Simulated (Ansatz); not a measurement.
A geometry of Ga away from equilibrium: step 20 of the relaxation of a randomly generated symmetric cell of Ga (space group No. 139). All values below come from r2SCAN (plane waves to 500 eV, PAW, scalar-relativistic; Ansatz, a first-principles code). Γ-centred k-mesh 22×22×22 on the run's cell (coarser than for final values), Fermi–Dirac smearing 0.05 eV.

```yaml
crystal:
  lattice:
    - [-1.32923, 1.32923, 2.47943]
    - [1.32923, -1.32923, 2.47943]
    - [1.32923, 1.32923, -2.47943]
  atoms:
    - { symbol: Ga, position: [0.00000, 0.00000, 0.00000] }
```

Problem. Which atoms carry the largest force, and which way does it point?

Solution. No atom: all forces are below 0.005 eV/Å; only the cell is out of equilibrium.

Problem. What is the pressure?

Solution. +2.3 GPa, compression positive.

No spin polarisation in the result.

The run could not lose the symmetry of its start, so the end can be a saddle point.

The end of the path is a generated cell of Ga: the first start was made by a random draw of sites in a space group, and the end was not matched to a known phase here, so it may be hypothetical. Known forms of Ga include space group No. 64.
